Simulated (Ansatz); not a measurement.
All numbers below come from DFT PBE, scalar-relativistic, plane waves, PAW in Ansatz 0.2.0. Cutoff 420 eV, Γ-centred meshes of about 0.25 Å⁻¹ or finer for metals and 0.3 Å⁻¹ for insulators (2π included), Gaussian smearing. No spin polarisation.

Relaxed structures of PdCl4, with energies over the first row. Coordination counts Cl atoms around Pd (those within 1.25 times the shortest such distance or 1.15 times the sum of covalent radii).

| # | form | sites | V (Å³/atom) | coordination | ΔE (meV/atom) |
| --- | --- | --- | --- | --- | --- |
| 1 | Pnnm | Pd 2a; Cl 4g, 4g | 27.5 | Pd 6 | 0 |
| 2 | Cmmm | Pd 2a; Cl 4j, 4g | 25.5 | Pd 6 | 3 |
| 3 | Pmmm | Pd 1h; Cl 4v | 44.2 | Pd 4 | 90 |
| 4 | I4/mmm | Pd 2a; Cl 8h | 28.0 | Pd 4 | 92 |

A further structure, relaxed alike:

```xyz
5
Lattice="5.1032 -3.6398 0.0000 5.1032 3.6398 0.0000 -2.6689 0.0000 4.8171" Properties=species:S:1:pos:R:3 pbc="T T T"
Pd    5.1032    3.6397    0.0000
Cl    3.5568   -2.0040    3.7227
Cl    3.9806   -2.0040    1.0944
Cl    4.7687    2.0041    1.5328
Cl    2.7687    2.0041    3.2843
```

Q: Where does it fall in the ranking, and at what energy?

A: It is the highest, 146 meV/atom above row 1, with space group C2 (No. 5) and 35.8 Å³/atom. Counting Cl atoms around Pd, this cell has Pd 4 and row 1 has Pd 6. Pd is surrounded by 4 Cl at 2.27 Å; around Cl on its first site lie 1 Pd at 2.27 Å and 1 Cl at 2.66 Å; Cl on its second site is surrounded by 1 Pd at 2.27 Å and 1 Cl at 2.66 Å.

The k mesh leaves some 4 meV/atom of noise in the energy of each metallic cell. Weakly bound directions are ill-defined at this level, which has no dispersion term (Pnnm, Cmmm, Pmmm, I4/mmm, C2), and this can change margins and order among such cells. A magnetic state wasn't ruled out in cells without spin, among them Pnnm. Trial moments fell under 0.15 μB along the way in Pnnm, Cmmm, Pmmm and I4/mmm; another start might hold them. Row 1 has imaginary phonons (to 40i cm⁻¹ on its k mesh, which matters in a metal), so it may be a saddle point. A kick in its own cell came back all the same. With atoms moved at random, row 2 and row 3 came back. Row 4 and the further cell had no clear such test and can be saddle points.
